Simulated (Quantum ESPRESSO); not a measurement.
# Planted mistakes on one cell of Zr4SSe7

Calculated results; nothing here was measured. They come from pw.x of Quantum ESPRESSO 7.5, a plane-wave density functional program, with PseudoDojo standard norm-conserving files (v0.5 for PBE, v0.4.1 for LDA and PBEsol). The cells are made up: elements, strain and atom displacements were drawn at random, and nothing was relaxed. There is no spin polarisation, spin-orbit coupling or dispersion term.

The cell has 12 sites of a 1T layered lattice (rectangular cell of two layers). Sites 1 to 4 hold Zr Zr Zr Zr; sites 5 to 12 hold S Se Se Se Se Se Se Se. Cell vectors in Å: (3.740, -0.025, 0.008); (-0.043, 6.416, 0.009); (0.025, 0.016, 12.047). Settings: PBE, cutoff 1170 eV, 6 x 4 x 2 k mesh shifted by half a step, Fermi-Dirac smearing of 0.025 eV.

The intended run has a self-consistency threshold of 1e-07 eV, a smearing term of 0.000 eV, a pressure of 10.12 GPa and 14 iterations. Each further run changes one thing: all lengths scaled by 0.9832; atoms of sites 5 and 12 exchanged; cutoff 829 eV; files of LDA; k mesh 2 x 2 x 2; one electron removed; smearing 0.31 eV; threshold 0.3 eV. A coarse mesh keeps the shift, and a charged cell sits in a uniform background.

```
run,change of free energy (eV),smearing term -TS (eV),change of P (GPa),largest change of a force component (eV/Å),iterations
A,-0.288,-0.958,0.07,0.240,16
B,1.174,0.000,6.25,0.925,15
C,-0.261,0.000,-0.26,2.232,16
D,-9.335,-0.007,-8.23,0.173,17
E,1.522,0.000,-5.72,0.510,14
F,7.830,0.000,-44.05,0.006,15
G,-0.942,0.000,-0.57,0.226,16
H,0.173,0.000,-1.07,1.935,5
```

A rerun of the intended cell at 1467 eV and k mesh 8 x 6 x 4 moved values by no more than 0.010 eV in the cell's energy, 0.14 GPa in stress and 0.013 eV/Å in force.

Question: which change belongs to which run?

## Worked reading

Run H has the fewest iterations, as a run stopped early does. Run A has the largest smearing term, as wide smearing gives. Run F has a higher energy and the largest fall in pressure, as too small a basis gives. Run B changes the volume by a factor of 0.9504; minus its pressure change over the logarithm of that factor, 123 GPa, is a rough bulk modulus with clamped atoms. Energies from files of another functional, or of a charged cell, have another zero and say nothing on stability; the pressure of a charged cell rests on the program's zero of potential too.

## Key

```
run                             change
  A                   smearing 0.31 eV
  B       all lengths scaled by 0.9832
  C  atoms of sites 5 and 12 exchanged
  D               one electron removed
  E                       files of LDA
  F                      cutoff 829 eV
  G                   k mesh 2 x 2 x 2
  H                   threshold 0.3 eV
```